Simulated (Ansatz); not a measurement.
Cu, first-principles data

Cu:
```xyz
1
Lattice="-1.4403 1.4403 1.3643 1.4403 -1.4403 1.3643 1.4403 1.4403 -1.3643" Properties=species:S:1:pos:R:3 pbc="T T T"
Cu     0.0000     0.0000     0.0000
```

Space group I4/mmm (No. 139), body-centred tetragonal; conventional cell a = 2.881 Å, b = 2.881 Å, c = 2.729 Å, α = 90.00°, β = 90.00°, γ = 90.00°.

Method: r²SCAN+D4 (plane waves, PAW; program Ansatz). The cell and atoms are relaxed at this level. Other levels are named where they apply.

**Cell and energy**

| Quantity | Result |
|---|---|
| Volume per atom | 11.32 Å³ |
| Density | 9.32 g/cm³ |

**Electronic structure**

| Property | Result |
|---|---|
| Electronic character | metallic (no gap) |
| Density of states at the Fermi level | 0.30 states/eV per atom (mean over ±0.08 eV) |

**Mechanics**

| Item | Value |
|---|---|
| Bulk modulus (Birch–Murnaghan fit) | 1680 kbar |
| Pressure derivative B′ | 5.0 |
| Elastic constants (relaxed ions, GPa) | C11 = 156, C12 = 183, C13 = 165, C33 = 186, C44 = 113, C66 = 130 |
| Mechanical stability | unstable (C has a negative eigenvalue) |

The workflow started from a Materials Project entry (that database holds measured and hypothetical structures alike); the Crystallography Open Database copy checked does not list it. It is not the phase usual at ambient conditions (space group No. 225). The r²SCAN+D4 relaxation kept the symmetry of its start. No spin polarisation was allowed. The pairwise dispersion correction was not fitted to metals. As this level gives no gap, shear constants depend on the k-mesh and smearing (Fermi–Dirac, 0.1 eV here). Axis ratios of metals converge slowly with the k-mesh, so a and c are less sure than the volume.

Potentials: the later of the program's two PAW sets.
